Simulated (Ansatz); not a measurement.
Sn3Ge (P-4m2), relaxed with PBE (Ansatz, a first-principles code, plane waves, PAW): a = b = 4.5486 Å, c = 6.4539 Å, α = β = γ = 90.00°.

| Quantity | Result |
|---|---|
| ΔH_f (eV/atom) | 0.03 |
| B₀ by P(V) fit (GPa) | 40.1 |

Q: The same phase is relaxed and computed with PBEsol in the same code. What are the cell and these values now?

A: a = 4.472 Å, b = 4.472 Å, c = 6.346 Å, α = 90.00°, β = 90.00°, γ = 90.00°.

ΔH_f (eV/atom): 0.06
B₀ by P(V) fit (GPa): 46.3

Typed or built starts, not in the databases checked: Sn3Ge, P-4m2 (Ge on 1a, Sn on 2g, Sn on 1c). All cells were relaxed under the symmetry of their starts (and spin orders); stability against distortions was not tested throughout. Spin–orbit coupling is left out wherever it is not named.

Potentials: the later of the program's two PAW sets.

Ansatz is a plane-wave DFT program.

Formation energies count from the lowest solids of the elements computed at the same level, not from gases.
